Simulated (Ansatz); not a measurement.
**Deforming TiRe**

```
Ti Re
1.0
     3.11800    0.00000    0.00000
     0.00000    3.11800    0.00000
     0.00000    0.00000    3.11800
Ti Re
1 1
Direct
  0.50000 0.50000 0.50000
  0.00000 0.00000 0.00000
```

Atom numbers follow the list: Ti1, Re2.

The cell comes from COD entry 1523516, which wasn't checked; take it as a given geometry.

Spin polarisation is left out, and whether a magnetic state lies lower isn't shown here.

No spin–orbit coupling, which matters for the heavy atoms here.

Computed with DFT, PBEsol, all-electron LAPW, scalar-relativistic (Ansatz 0.2.0).

The runs use a Γ-centred 13×13×13 k mesh, Fermi–Dirac smearing of 0.05 eV, basis error target 1 meV/atom, no spin polarisation.

The unchanged cell is at -7.75 GPa.

In a metal, stresses and small energies carry noise from the k mesh.

x, y and z are the Cartesian axes of the cell as listed; fractional coordinates follow a strain, and an engineering shear is twice the off-diagonal strain component.

Question: With this change (equal xy, yz and zx engineering shear strains of -2 %), what becomes of the energy and stress?

Answer: Energy change +4 meV/atom; stress change (xx, yy, zz, yz, xz, xy) 0.25, 0.25, 0.25, 1.63, 1.63, 1.63 GPa, compression positive.

Question: With this change (equal xy, yz and zx engineering shear strains of -1 %), what becomes of the energy and stress?

Answer: Energy change under 1 meV/atom; stress change (xx, yy, zz, yz, xz, xy) 0.06, 0.06, 0.06, 0.73, 0.73, 0.73 GPa, compression positive.

Question: With this change (equal xy, yz and zx engineering shear strains of +1 %), what becomes of the energy and stress?

Answer: Energy change under 1 meV/atom; stress change (xx, yy, zz, yz, xz, xy) 0.06, 0.06, 0.06, -0.60, -0.60, -0.60 GPa, compression positive.

Question: With this change (equal xy, yz and zx engineering shear strains of +2 %), what becomes of the energy and stress?

Answer: Energy change +3 meV/atom; stress change (xx, yy, zz, yz, xz, xy) 0.21, 0.21, 0.21, -1.21, -1.21, -1.21 GPa, compression positive.
